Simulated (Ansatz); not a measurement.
# Conduction electrons in TaRu (Pm-3m)

```yaml
crystal:
  lattice:
    - [3.11877, 0.00000, 0.00000]
    - [0.00000, 3.11877, 0.00000]
    - [0.00000, 0.00000, 3.11877]
  atoms:
    - { symbol: Ta, position: [0.50000, 0.50000, 0.50000] }
    - { symbol: Ru, position: [0.00000, 0.00000, 0.00000] }
```

Unless marked otherwise, the numbers come from LDA, all-electron LAPW in Ansatz 0.2.0, with spin-orbit coupling. k mesh 10×10×10, fine mesh 14×14×14, Fermi-Dirac smearing of 0.050 eV, basis error target 1 meV/atom. The cell was relaxed by PAW under this functional, which moved its volume by -6 % from the database entry's.

Levels and slopes are solved on a 14×14×14 mesh, and each state is taken as quadratic over its cell.

Q: What is the density of states at the Fermi level, and which bare Sommerfeld coefficient follows?

A: N(E_F) = 1.74 states/eV/atom (both spins), so γ = (π²/3) k_B² N(E_F) = 4.09 mJ/(mol-atom K²) without electron-phonon or spin-fluctuation enhancement.

Q: What Drude plasma energy and σ/τ do the band velocities give?

A: (ħω_p,α)² = (e²/ε₀VN_k) Σ_nkσ (∂E/∂k_α)² δ(E − E_F) gives ħω_p = (6.27, 6.27, 6.27) eV along x, y, z, and σ/τ = ε₀ω_p² = 8.04×10²⁰ Ω⁻¹m⁻¹s⁻¹ along x. Weighted by the density of states, the mean Fermi speed is 0.306×10⁶ m/s; the surface has an area of 28.6 Å⁻² for each spin direction.

Q: Which bands cross the Fermi level, and what do they carry?

A: 

| band | filled part | N (states/eV/cell) | speed (10⁶ m/s) | 5th to 95th percentile | area (Å⁻²) | filling |
| --- | --- | --- | --- | --- | --- | --- |
| 1 | 0.99 | 0.0496 | 0.326 | 0.08 to 0.54 | 0.87 | nearly full |
| 2 | 0.99 | 0.0496 | 0.326 | 0.08 to 0.54 | 0.87 | nearly full |
| 3 | 0.44 | 1.21 | 0.322 | 0.06 to 0.74 | 20.9 | partly filled |
| 4 | 0.44 | 1.21 | 0.322 | 0.06 to 0.74 | 20.9 | partly filled |
| 5 | 0.07 | 0.481 | 0.266 | 0.18 to 0.40 | 6.89 | nearly empty |
| 6 | 0.07 | 0.481 | 0.266 | 0.18 to 0.40 | 6.89 | nearly empty |

Q: Map the plane k₃ = 0 of the mesh: how many bands lie under the Fermi level at each point, counted from the least on the plane?

A: k₁ runs to the right and k₂ upwards, each from −½ to ½ with 0 in the middle (the axes needn't be at right angles):
```
22244666664422
42244444444422
44444444444444
64442244422444
66442222222446
66444222224446
66444222224446
66444222224446
66442222222446
64442244422444
44444444444444
42244444444422
22244666664422
02446666666442
```

Q: What does PAW give for the same cell?

A: N(E_F) = 1.74 states/eV/atom and ħω_p,x = 6.27 eV.

Q: And without spin-orbit coupling?

A: N(E_F) = 1.8 states/eV/atom and ħω_p,x = 6.66 eV, on a 16×16×16 mesh.

Known limits: large density of states at the Fermi level, a magnetic or distorted state may lie lower; these sums move with the mesh, by several per cent and more for small sheets; the frozen-core PAW files of the compared runs were fitted under PBE, their cores solved anew for this functional.
